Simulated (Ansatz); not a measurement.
Zr (hcp (Mg type), P6_3/mmc) under volume change, PBEsol (plane waves, PAW; program Ansatz), shape and atoms relaxed at each volume.

| V (Å³/atom) | E − E(relaxed) (meV/atom) | P (GPa) |
|---|---|---|
| 20.444 | 62.7 | 10.53 |
| 21.118 | ? | ? |
| 21.792 | 6.5 | 3.13 |
| 22.466 | 0.0 | 0.00 |
| 23.140 | ? | ? |
| 23.814 | 22.9 | -5.23 |
| 24.488 | 49.5 | -7.38 |

What belongs in the gaps?


- 21.118, E − E(relaxed) (meV/atom): 26.8
- 21.118, P (GPa): 6.60
- 23.140, E − E(relaxed) (meV/atom): 6.0
- 23.140, P (GPa): -2.78

What does a third-order Birch–Murnaghan fit give for V₀, B₀ and B′?

V₀ = 22.47 Å³/atom, B₀ = 97.6 GPa, B′ = 2.9.

The PBEsol relaxation kept the symmetry of its start. No spin polarisation was allowed. Spin–orbit coupling is left out wherever it is not named.

Potentials: the earlier of the program's two PAW sets. The files were generated under PBE; for other functionals the program regenerates the frozen cores, and for LDA and PBEsol the local potential too.
